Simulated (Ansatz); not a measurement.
**Ba2YCu4O8: reading a single point**

```xyz
15
Lattice="-3.8720 0.0000 0.0000 0.0000 -1.9532 13.7096 0.0000 1.9532 13.7096" Properties=species:S:1:pos:R:3 pbc="T T T"
Ba   -1.9360    0.0000   17.4578
Ba   -1.9360    0.0000    9.9614
Y    -1.9360    0.0000   13.7096
Cu    0.0000    0.0000    5.8211
Cu    0.0000    0.0000   21.5981
Cu    0.0000    0.0000    1.6808
Cu    0.0000    0.0000   25.7384
O     0.0000    0.0000    3.9676
O     0.0000    0.0000   23.4517
O    -1.9360    0.0000    1.4423
O    -1.9360    0.0000   25.9770
O     0.0000    0.0000   15.1820
O     0.0000    0.0000   12.2372
O     0.0000    0.0000   19.7254
O     0.0000    0.0000    7.6938
```

Single point in Ansatz 0.2.0 with LDA, with U_eff = 3.42 eV on Cu d (all-electron-ortho-atomic projectors), collinear spin. Cutoff 420 eV, PAW datasets, 5×5×5 Γ-centred k mesh, fermi-dirac filling (width 0.1 eV).

The state carries no moments; the state need not be the lowest.

**Question.** What does the stress say?

**Answer.** The pressure is -9.7 GPa (compression positive), so with the atoms held at these fractions the cell would first shrink. The principal stresses -11.1, -9.5, -8.5 GPa differ, so its shape would change too.

**Question.** What do density and ELF say about some of the short contacts?

**Answer.** Cu–O at 1.85 Å: least valence density 0.84 e/Å³ and ELF 0.26 there. Y–O at 2.43 Å: least valence density 0.32 e/Å³ and ELF 0.15 there. Ba–O at 2.76 Å: least valence density 0.21 e/Å³ and ELF 0.12 there. Both are smooth PAW fields, read partly inside the augmentation spheres.

**Question.** How is the charge shared?

**Answer.** Bader charges in e: Ba +1.52, Y +2.16, Cu +0.94, O -1.18 to -0.98. In the mean Y gives up most and O takes most.

**Question.** Where is the largest force?

**Answer.** The largest is on O8 (and as large on other atoms): 0.49 eV/Å, components (0.00, 0.00, 0.49). It makes 0° with the line to a nearest neighbour, Cu4 at 1.85 Å, pointing towards it.

**Question.** Metal or insulator?

**Answer.** It is a metal, with about 4 states/eV a cell as the mean within 0.25 eV of the Fermi level, mostly O p (53 %) and Cu d (38 %).

Origin: a database entry at a rescaled volume. Caveats: an odd electron count with no moments left, so an order that this cell can't hold may lie lower; the k mesh is coarse if the cell is a metal.
